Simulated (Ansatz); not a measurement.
Pt (fcc, Cu type)

```yaml
crystal:
  lattice:
    - [0.00000, 1.97014, 1.97014]
    - [1.97014, 0.00000, 1.97014]
    - [1.97014, 1.97014, 0.00000]
  atoms:
    - { symbol: Pt, position: [0.00000, 0.00000, 0.00000] }
```

The slice is a {100} plane (indices of the conventional cell) through the point (0.000, 0.000, 0.000) (fractional), spanned by u = [100] and v = [0 1 -1] in vectors of this cell: u (2.79 Å) and v (2.79 Å, at 90° to u). It covers one period; positions are fractions (u, v).

Calculation: r2SCAN (plane waves to 500 eV, PAW, scalar-relativistic; Ansatz, a quantum-chemistry and plane-wave program). k mesh 20×20×20. These are valence fields of a PAW run, semicore shells included where kept as valence: close to a nucleus they are smooth pseudo fields. Pt is run without spin polarisation. Pt was relaxed with its symmetry unable to fall. Spin-orbit coupling is left out, though Pt is heavy.

Problem. What is the valence density on the shortest Pt–Pt line in this plane (2.79 Å), at its midpoint?

Solution. 0.37 e/Å³.

Problem. Sketch the electron localisation function (ELF) on this plane as a map.

Solution. 
```
|xxxxx@@%*+--:---:--+*%@@xxxx|
|xxxxx@@#*=--:::::--=*#@@xxxx|
|xxxxx@%#*=-:::::::-=*#%@xxxx|
|xxxx@@%#+=-:::::::-=+#%@@xxx|
|x@@@@%#*+=-:::::::-=+*#%@@@@|
|@@@%%#*+=-::::.::::-=+*#%%@@|
|%%###*+=--::.....::--=+*###%|
|****++=--::.......::--=++***|
|++====--::...   ...::--====+|
|------:::...     ...:::-----|
|---:::::...       ...:::::--|
|:::::::...         ...::::::|
|--:::::..           ..:::::-|
|--::::...           ...::::-|
|--:::::..           ..:::::-|
|:::::::...         ...::::::|
|---:::::...       ...:::::--|
|------:::...     ...:::-----|
|++====--::...   ...::--====+|
|****++=--::.......::--=++***|
|%%###*+=--::.....::--=+*###%|
|@@@%%#*+=-::::.::::-=+*#%%@@|
|x@@@@%#*+=-:::::::-=+*#%@@@@|
|xxxx@@%#+=-:::::::-=+#%@@xxx|
|xxxxx@%#*=-:::::::-=*#%@xxxx|
|xxxxx@@#*=--:::::--=*#@@xxxx|
|xxxxx@@%*+--:---:--+*%@@xxxx|
|xxxxxx@%*+--:---:--+*%@xxxxx|
```
Scale: ten equal steps from 0.10 (start of ' ') to 0.66 (end of '@'), in the order ' .:-=+*#%@'. Values: electron localisation function (ELF). The map has 28 points along u (one character each, u = 0 at the left) and 28 along v (v = 0 in the bottom row). Points within 0.5 Å of a nucleus are blanked (x), as the pseudised field means little there.
